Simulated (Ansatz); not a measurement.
According to plane-wave PAW r²SCAN (Ansatz code), SiCO4 in the tetragonal phase (I-4; Si on 2a, C on 2c, O on 8g) relaxes to a = 4.356 Å, c = 6.551 Å. Si has 4 nearest neighbours from 1.63 Å (tetrahedral); C has 4 nearest neighbours from 1.38 Å (tetrahedral). Against the elements it lies at -1924 meV/atom, with no fitted shifts.

It is gapped at this level: 7.90 eV (indirect). The valence maximum lies at M and the conduction minimum at Γ. Electrons at the band edge weigh 0.54 mₑ (isotropic).

The bulk modulus is 70.5 GPa. Bader charges are Si +3.34, C +2.30, O -1.41 e.

The start of the workflow was typed in or built on a structure type; neither database checked (COD, Materials Project) lists it. Its standing as an ambient phase is unchecked. The cell was relaxed with r²SCAN under the symmetry of its start; whether a distortion lowers the energy is not shown. The references are the lowest solids computed at this level, not always the standard phases (solids in place of the gases).

Potentials: the earlier of the program's two PAW sets.
